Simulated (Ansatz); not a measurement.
RbLaTa₂O₇:
```cif
data_LaO7RbTa2
_chemical_formula_sum 'Rb1 La1 Ta2 O7'
_space_group_name_H-M_alt 'P4/mmm'
_space_group_IT_number 123
_space_group_name_Hall '-P 4 2'
_cell_length_a 3.83242
_cell_length_b 3.83242
_cell_length_c 10.99740
_cell_angle_alpha 90.000
_cell_angle_beta 90.000
_cell_angle_gamma 90.000
loop_
_atom_site_label
_atom_site_type_symbol
_atom_site_symmetry_multiplicity
_atom_site_Wyckoff_symbol
_atom_site_fract_x
_atom_site_fract_y
_atom_site_fract_z
_atom_site_occupancy
Rb1 Rb 1 d 0.50000 0.50000 0.50000 1
La1 La 1 c 0.50000 0.50000 0.00000 1
Ta1 Ta 2 g 0.00000 0.00000 0.20467 1
O1 O 1 a 0.00000 0.00000 0.00000 1
O2 O 4 i 0.00000 0.50000 0.16479 1
O3 O 2 g 0.00000 0.00000 0.36663 1
```

Relaxed with LDA.

### Question
Which orbitals make up the states near the band edges in LDA (plane waves, PAW; program Ansatz)?

### Answer
Top 1 eV of the valence band: O 2p 92 %. Bottom 1 eV of the conduction band: Ta 5d 83 %, O 2p 8 %, La 4f 5 %. Projections are on Löwdin-orthogonalised atomic valence shells; empty p or d shells of many metals are not among them.

### Question
Tabulate the density of states.

### Answer
States/eV per cell of 11 atoms, in 0.25 eV bins, energy from the valence-band maximum.

```
E (eV)  total   O 2p  La 4f  Ta 5d
------  -----  -----  -----  -----
-7.85    0.00   0.00   0.00   0.00
-7.60    0.00   0.00   0.00   0.00
-7.35    0.00   0.00   0.00   0.00
-7.10    0.00   0.00   0.00   0.00
-6.85    0.00   0.00   0.00   0.00
-6.60    0.00   0.00   0.00   0.00
-6.35    0.00   0.00   0.00   0.00
-6.10    0.00   0.00   0.00   0.00
-5.85    1.97   1.43   0.01   0.28
-5.60    7.44   5.17   0.02   1.45
-5.35    4.98   3.32   0.01   1.25
-5.10    4.17   2.79   0.01   1.00
-4.85    4.13   2.76   0.01   0.97
-4.60    7.03   4.71   0.03   1.63
-4.35   10.08   6.90   0.05   2.10
-4.10    5.08   3.51   0.02   1.03
-3.85    5.17   3.62   0.02   1.01
-3.60    5.34   3.81   0.03   1.06
-3.35    6.11   4.46   0.04   1.14
-3.10    6.06   4.66   0.03   0.82
-2.85    4.52   3.61   0.03   0.48
-2.60    7.49   6.23   0.07   0.64
-2.35    6.11   5.16   0.05   0.41
-2.10    8.05   6.89   0.05   0.46
-1.85    8.28   7.09   0.07   0.47
-1.60   10.34   8.62   0.06   0.75
-1.35   14.71  12.73   0.06   1.05
-1.10   17.24  15.43   0.10   0.86
-0.85    5.71   5.06   0.06   0.11
-0.60    4.21   3.76   0.11   0.08
-0.35    7.70   7.16   0.11   0.08
-0.10    6.09   5.73   0.07   0.04
0.15     0.00   0.00   0.00   0.00
0.40     0.00   0.00   0.00   0.00
0.65     0.00   0.00   0.00   0.00
0.90     0.00   0.00   0.00   0.00
1.15     0.00   0.00   0.00   0.00
1.40     0.00   0.00   0.00   0.00
1.65     0.00   0.00   0.00   0.00
1.90     0.00   0.00   0.00   0.00
2.15     0.03   0.00   0.00   0.03
2.40     0.47   0.02   0.02   0.42
2.65     0.55   0.04   0.03   0.47
2.90     0.68   0.06   0.04   0.55
3.15     0.80   0.09   0.06   0.61
3.40     0.93   0.12   0.10   0.66
3.65     1.23   0.16   0.20   0.79
3.90     1.83   0.21   0.55   0.92
4.15    11.47   0.54   8.81   1.58
4.40    18.51   0.47  16.38   0.91
4.65    24.46   0.99  20.31   2.45
4.90    10.79   1.32   5.10   3.31
5.15    11.52   2.04   1.58   5.99
5.40    12.15   2.63   0.69   6.72
5.65     8.52   2.03   0.32   4.70
5.90     4.66   1.01   0.11   2.03
6.15     2.39   0.30   0.07   0.30
6.40     3.56   0.37   0.07   0.26
6.65     4.69   0.50   0.07   0.29
6.90     6.12   0.67   0.05   0.34
```

The workflow started from a Materials Project entry (that database holds measured and hypothetical structures alike); the Crystallography Open Database copy checked does not list it. Its standing as an ambient phase is unchecked. The LDA relaxation kept the symmetry of its start. At this level the phase is dynamically unstable (imaginary phonons). The run is not spin-polarised. Scalar-relativistic: spin–orbit coupling is off unless named, which matters more the heavier the elements.

Potentials: the later of the program's two PAW sets.
